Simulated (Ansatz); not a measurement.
Question: Name crystals whose computed values (r²SCAN+D4 (plane waves, PAW; program Ansatz)) fall in these windows: gap (eV) 1.0 to 1.4; electron conductivity mass (mₑ) 1.1 to 1.6.

Answer: 

```tsv
crystal	gap (eV)	electron conductivity mass (mₑ)
CrBrO, Pmmn (Cr on 2a, Br on 2b, O on 2b)	1.28	1.4
```
Others may fit too.

Spin orders computed, not proven ground states: CrBrO, Pmmn (Cr on 2a, Br on 2b, O on 2b) ferromagnetic. Standing as an ambient phase not checked: CrBrO, Pmmn (Cr on 2a, Br on 2b, O on 2b). The cell was relaxed under the symmetry of its start. No Hubbard U is applied. Scalar-relativistic: spin–orbit coupling is off unless named, which matters more the heavier the elements.

Potentials: the later of the program's two PAW sets.
